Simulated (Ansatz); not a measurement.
Cd3Se and the effect of the dispersion correction

The cell as given:

It takes space group I4/mmm (No. 139, tetragonal). The conventional cell has a = 4.082 Å, b = 4.082 Å, c = 12.174 Å, α = 90.00°, β = 90.00°, γ = 90.00°. Cd (site symmetry 4/mmm) is surrounded by 4 Se at 2.89 Å. Cd (site symmetry -4m2) is surrounded by 4 Cd at 2.89 Å. Around Se (site symmetry 4/mmm) lie 4 Cd at 2.89 Å.

The cell comes from a database or a generator and needn't be the stable form of this composition.

Kept alike: task relaxation of cell and atoms; functional PBEsol; k mesh 9 × 9 × 9; occupations fermi-dirac, width 0.05 eV; no spin polarisation. Program: Ansatz, Ansatz PAW, cutoff 420 eV. The mesh is that of the run's cell of 4 atoms. No spin-orbit coupling.

| dispersion correction | volume (Å³/atom) |
| --- | --- |
| D3(BJ) | 21.636 |
| D3(BJ)-ATM | 21.852 |
| D4 | 22.227 |
| none | 23.101 |

The relaxations keep at least the cell's symmetry (I4/mmm). For a metal such a mesh leaves the last digits unconverged. Relaxations stop with a little pressure left, so the last digits of a volume or edge aren't settled. All rows use potentials made for PBE.

**Question.** What does the dispersion correction change here?

**Answer.** The volume runs from 21.636 (D3(BJ)) to 23.101 Å³/atom (none). Against no correction: D3(BJ) -6.3 %; D3(BJ)-ATM -5.4 %; D4 -3.8 %. Dispersion terms mostly attract and so lower the volume; the schemes' coefficients and damping set how far.
